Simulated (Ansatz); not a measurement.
CsPbBr3:
```cif
data_Br12Cs4Pb4
_chemical_formula_sum 'Pb4 Cs4 Br12'
_space_group_name_H-M_alt 'P 1'
_space_group_IT_number 1
_cell_length_a 8.52902
_cell_length_b 11.89314
_cell_length_c 8.26566
_cell_angle_alpha 90.000
_cell_angle_beta 90.000
_cell_angle_gamma 90.000
loop_
_space_group_symop_operation_xyz
  'x, y, z'
loop_
_atom_site_label
_atom_site_type_symbol
_atom_site_fract_x
_atom_site_fract_y
_atom_site_fract_z
_atom_site_occupancy
Pb1 Pb 0.00000 0.50000 0.00000 1
Pb2 Pb 0.50000 0.50000 0.50000 1
Pb3 Pb 0.50000 0.00000 0.50000 1
Pb4 Pb 0.00000 0.00000 0.00000 1
Cs1 Cs 0.55723 0.25000 0.01608 1
Cs2 Cs 0.94277 0.75000 0.51608 1
Cs3 Cs 0.05723 0.25000 0.48392 1
Cs4 Cs 0.44277 0.75000 0.98392 1
Br1 Br 0.29316 0.46210 0.20436 1
Br2 Br 0.20684 0.53790 0.70436 1
Br3 Br 0.79316 0.03790 0.29564 1
Br4 Br 0.70684 0.96210 0.79564 1
Br5 Br 0.70684 0.53790 0.79564 1
Br6 Br 0.79316 0.46210 0.29564 1
Br7 Br 0.20684 0.96210 0.70436 1
Br8 Br 0.29316 0.03790 0.20436 1
Br9 Br 0.01409 0.75000 0.07299 1
Br10 Br 0.48591 0.25000 0.57299 1
Br11 Br 0.51409 0.75000 0.42701 1
Br12 Br 0.98591 0.25000 0.92701 1
```

Relaxed with PBE.

Task: Tabulate the valence density and the electron localisation function along the shortest Pb–Br contact (3.04 Å), DFT-PBE in the program Ansatz with PAW potentials.

Result: 

| distance from Pb (Å) | density (e/Å³) | ELF |
|---|---|---|
| 0.30 | 7.35 | 0.01 |
| 0.46 | 5.12 | 0.08 |
| 0.61 | 3.23 | 0.25 |
| 0.76 | 1.83 | 0.40 |
| 0.91 | 0.96 | 0.44 |
| 1.06 | 0.52 | 0.37 |
| 1.21 | 0.31 | 0.26 |
| 1.37 | 0.22 | 0.20 |
| 1.52 | 0.21 | 0.23 |
| 1.67 | 0.24 | 0.41 |
| 1.82 | 0.34 | 0.65 |
| 1.97 | 0.52 | 0.80 |
| 2.13 | 0.78 | 0.85 |
| 2.28 | 1.05 | 0.83 |
| 2.43 | 1.15 | 0.64 |
| 2.58 | 0.91 | 0.21 |
| 2.73 | 0.49 | 0.01 |

The density is the valence pseudo-density with augmentation charge, so density and ELF within about 1 Å of a nucleus are not all-electron values.

Space group Pnma. Symmetry was held in the PBE relaxation. Scalar-relativistic: spin–orbit coupling is off unless named, which matters more the heavier the elements.

Potentials: the later of the program's two PAW sets.
